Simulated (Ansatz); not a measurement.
Relaxed-ion elastic tensor of W$_{2}$N$_{3}$ in space group P6_3/mmc (No. 194; W on 4f, N on 4f, N on 2c) in GPa (Voigt order), plane-wave PAW r²SCAN+D4 (Ansatz code); density 12.13 g/cm³, 11.22 Å³ per atom.

```
 573   210  16.0   0.0   0.0   0.0
 210   573  16.0   0.0   0.0   0.0
16.0  16.0  87.1   0.0   0.0   0.0
 0.0   0.0   0.0  -0.8   0.0   0.0
 0.0   0.0   0.0   0.0  -0.8   0.0
 0.0   0.0   0.0   0.0   0.0   181
```

Task: Is the crystal mechanically stable?

Result: On the edge, within the error: the smallest eigenvalue of C is -0.8 GPa.

The first step of the workflow began from a Materials Project structure, measured or hypothetical; the Crystallography Open Database copy checked does not list it. Whether it is the stable phase at ambient conditions was not checked. Symmetry was held in the r²SCAN+D4 relaxation; its stability against distortions is not shown here. No spin polarisation was allowed. As this level gives no gap, shear constants depend on the k-mesh and smearing (Fermi–Dirac, 0.1 eV here). Scalar-relativistic: spin–orbit coupling is off unless named, which matters more the heavier the elements.

Potentials: the later of the program's two PAW sets.
